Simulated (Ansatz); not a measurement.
BaSi2:
```
BaSi2
1.0
    0.00000     3.63717     3.63717
    3.63717     0.00000     3.63717
    3.63717     3.63717     0.00000
Ba Si
1 2
Direct
  0.00000   0.00000   0.00000
  0.25000   0.25000   0.25000
  0.75000   0.75000   0.75000
```

Relaxed with PBE. Special points in fractions of this cell's reciprocal vectors: Γ (0.000, 0.000, 0.000); X (0.500, 0.000, 0.500); U (0.625, 0.250, 0.625); K (0.375, 0.375, 0.750); L (0.500, 0.500, 0.500); W (0.500, 0.250, 0.750).

Q: List the band energies nearest the Fermi level at these points for PBE (plane waves, PAW; program Ansatz).

A: In eV from the Fermi level; about four levels below and three above (degenerate sets whole), none deeper than 8.9 eV; points with the same levels are listed once.

```json
[
 {"k": "Γ", "below": "-4.99 -1.76 -1.76 -1.76", "above": "2.04 2.04 2.04"},
 {"k": "X", "below": "-5.90 -2.61 -0.55 -0.55", "above": "1.37 1.37 2.87"},
 {"k": "U", "below": "-5.99 -2.18 -0.96 -0.49", "above": "0.57 1.56 2.47"},
 {"k": "L", "below": "-6.86 -5.77 -1.10 -1.10", "above": "0.21 0.28 0.73 0.73"},
 {"k": "W", "below": "-6.10 -6.10 -1.88 -1.71", "above": "0.22 0.22 1.47"}
]
```

Space group Fm-3m (fluorite). A made-up cell: these elements were put on the sites of a structure type; neither database checked (COD, Materials Project) lists it. COD files the formula under space group No. 62, 191, so this cell is another polymorph or a model. Its standing as an ambient phase is unchecked. Symmetry was held in the PBE relaxation; its stability against distortions is not shown here. Spin–orbit coupling is left out wherever it is not named.

Potentials: the later of the program's two PAW sets.
